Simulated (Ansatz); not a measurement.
# Computed frozen-phonon scan: AlBO3 (space group R-3c)

Starting cell, AlBO$_{3}$ (space group R-3c):

```yaml
crystal:
  lattice:
    - [2.21901, 1.28115, 4.52168]
    - [-2.21901, 1.28115, 4.52168]
    - [0.00000, -2.56230, 4.52168]
  atoms:
    - { symbol: Al, position: [0.50000, 0.50000, 0.50000] }
    - { symbol: Al, position: [0.00000, 0.00000, 0.00000] }
    - { symbol: B, position: [0.75000, 0.75000, 0.75000] }
    - { symbol: B, position: [0.25000, 0.25000, 0.25000] }
    - { symbol: O, position: [0.75000, 0.44083, 0.05917] }
    - { symbol: O, position: [0.25000, 0.55917, 0.94083] }
    - { symbol: O, position: [0.05917, 0.75000, 0.44083] }
    - { symbol: O, position: [0.94083, 0.25000, 0.55917] }
    - { symbol: O, position: [0.44083, 0.05917, 0.75000] }
    - { symbol: O, position: [0.55917, 0.94083, 0.25000] }
```

The atoms are displaced by Q × the pattern below (from a DFPT mode at Γ, largest move 1; Q in Å), at fixed cell.

```tsv
atom	x	y	z
B3	0.000	0.000	1.000
B4	0.000	0.000	-1.000
O5	0.150	0.087	-0.539
O6	-0.150	-0.087	0.539
O7	-0.150	0.087	-0.539
O8	0.150	-0.087	0.539
O9	0.000	-0.173	-0.539
O10	0.000	0.173	0.539
```

Atoms not listed stay in place.

Method: LDA (plane waves to 420 eV, PAW, scalar-relativistic; Ansatz, a first-principles code). k mesh 9×9×9 (Γ-centred), Fermi-Dirac smearing 0.05 eV. The energy includes the smearing's −TS. Compression counts positive. AlBO3 was relaxed with its symmetry unable to fall. The zero of ΔE is the undisplaced structure.

```
Q (Å)   ΔE (meV/cell)  −dE/dQ from forces (eV/Å)  P (GPa)
------  -------------  -------------------------  -------
-0.280           4143                     29.835     -3.3
-0.233           2867                     24.823     -2.7
-0.187           1827                     19.755     -2.0
-0.140           1023                     14.710     -1.2
-0.093            453                      9.738     -0.6
-0.047            113                      4.845     -0.2
0.000               0                      0.000      0.0
0.047             113                     -4.845     -0.2
0.093             453                     -9.738     -0.6
0.140            1023                    -14.710     -1.2
0.187            1827                    -19.755     -2.0
0.233            2867                    -24.823     -2.7
0.280            4143                    -29.835     -3.3
```

What the scan shows:

* **Energy at Q = 0.280 Å**: 4143 meV/cell
* **Space group of the distorted cell**: R-3 (No. 148), lowered from R-3c
* **Symmetry of the curve**: even: the same for both signs
* **Shape of the curve**: a single well with its minimum at or next to zero displacement
* **Harmonic wavenumber from the curvature (finite differences)**: 733 cm⁻¹
* **Wavenumber by perturbation theory (DFPT, on another k mesh)**: 733 cm⁻¹

(A displaced cell: forces are minus the slopes of the energy, force constants its curvatures, and phonons follow from these.)
